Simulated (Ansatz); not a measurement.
CoSn (CoSn type, space group P6/mmm)

```cif
data_Co3Sn3
_chemical_formula_sum 'Co3 Sn3'
_space_group_name_H-M_alt 'P6/mmm'
_space_group_IT_number 191
_space_group_name_Hall '-P 6 2'
_cell_length_a 5.21781
_cell_length_b 5.21781
_cell_length_c 4.17247
_cell_angle_alpha 90.000
_cell_angle_beta 90.000
_cell_angle_gamma 120.000
loop_
_atom_site_label
_atom_site_type_symbol
_atom_site_symmetry_multiplicity
_atom_site_Wyckoff_symbol
_atom_site_fract_x
_atom_site_fract_y
_atom_site_fract_z
_atom_site_occupancy
Co1 Co 3 f 0.00000 0.50000 0.00000 1
Sn1 Sn 1 a 0.00000 0.00000 0.00000 1
Sn2 Sn 2 d 0.33333 0.66667 0.50000 1
```

Grid over V/V₀ and (c/a)/(c/a)₀, subscript 0 meaning the relaxed cell; the conventional c axis lies along z; no internal relaxation.

Method: PBEsol (plane waves to 420 eV, PAW, scalar-relativistic; Ansatz, an electronic-structure program). k mesh 10×10×11 (Γ-centred), Fermi-Dirac smearing 0.05 eV. Energies are smeared free energies. Compression counts positive. With partly filled bands, the response to shear is sensitive to the k mesh, so small differences along c/a are uncertain. CoSn is run without spin polarisation. CoSn was relaxed with its symmetry unable to fall. The zero of ΔE is the relaxed starting cell.

ΔE (kJ/mol of atoms), with V/V₀ across and (c/a)/(c/a)₀ down:

| (c/a)/(c/a)₀ \ V/V₀ | 0.920 | 0.947 | 0.973 | 1.000 | 1.027 | 1.053 | 1.080 |
|---|---|---|---|---|---|---|---|
| 0.880 | 18.3 | 14.5 | 12.1 | 10.9 | 10.8 | 11.6 | 13.2 |
| 0.920 | 11.0 | 7.6 | 5.6 | 4.8 | 5.0 | 6.1 | 8.0 |
| 0.960 | 6.8 | 3.6 | 1.8 | 1.2 | 1.6 | 2.9 | 5.0 |
| 1.000 | 5.4 | 2.3 | 0.5 | 0.0 | 0.5 | 1.9 | 4.0 |
| 1.040 | 6.7 | 3.5 | 1.7 | 1.1 | 1.5 | 2.8 | 4.8 |
| 1.080 | 10.4 | 6.9 | 4.9 | 4.1 | 4.3 | 5.4 | 7.3 |
| 1.120 | 16.2 | 12.3 | 10.0 | 8.8 | 8.8 | 9.6 | 11.2 |

σzz − σxx (GPa), with V/V₀ across and (c/a)/(c/a)₀ down:

| (c/a)/(c/a)₀ \ V/V₀ | 0.920 | 0.947 | 0.973 | 1.000 | 1.027 | 1.053 | 1.080 |
|---|---|---|---|---|---|---|---|
| 0.880 | 31.7 | 29.1 | 26.7 | 24.6 | 22.6 | 20.8 | 19.2 |
| 0.920 | 21.9 | 20.2 | 18.6 | 17.1 | 15.7 | 14.5 | 13.4 |
| 0.960 | 11.0 | 10.1 | 9.3 | 8.6 | 7.9 | 7.3 | 6.8 |
| 1.000 | -0.1 | -0.1 | 0.0 | 0.0 | 0.0 | 0.0 | 0.1 |
| 1.040 | -10.8 | -9.9 | -9.0 | -8.2 | -7.5 | -6.9 | -6.3 |
| 1.080 | -21.3 | -19.4 | -17.7 | -16.1 | -14.7 | -13.4 | -12.2 |
| 1.120 | -31.3 | -28.4 | -25.8 | -23.5 | -21.3 | -19.4 | -17.7 |

Summary:

- Modulus against c/a change at fixed volume, (3/4V)·∂²E/∂(ln c/a)² (fit, atoms clamped): 110 GPa
- Lowest place on the grid: V/V₀ = 1.000, (c/a)/(c/a)₀ = 1.000 (0 meV/atom)
- Highest place on the grid: V/V₀ = 0.920, (c/a)/(c/a)₀ = 0.880 (190 meV/atom)

(A scan under strain: stresses follow from slopes of the energy per volume, elastic moduli from its curvatures.)
